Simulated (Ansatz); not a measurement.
In DFT-PBE in the program Ansatz with PAW potentials, BP in the cubic phase (Pm-3n; B on 6d, P on 6c) relaxes to a = 5.594 Å. Against the elements it lies at -0.14 eV/atom, with no fitted shifts.

It is gapped at this level: 0.63 eV (indirect). The valence maximum lies at Γ and the conduction minimum on the Γ–X line, 85 % of the way from Γ (6 equivalent valleys). The electron mass is 0.36, 0.36, 0.64 mₑ (principal values).

An equation-of-state fit gives a bulk modulus of 123 GPa.

The start of the workflow was typed in or built on a structure type; neither database checked (COD, Materials Project) lists it. It is not the phase usual at ambient conditions (space group No. 216). Symmetry was held in the PBE relaxation; its stability against distortions is not shown here. The references are the lowest solids computed at this level, not always the standard phases.

Potentials: the earlier of the program's two PAW sets.
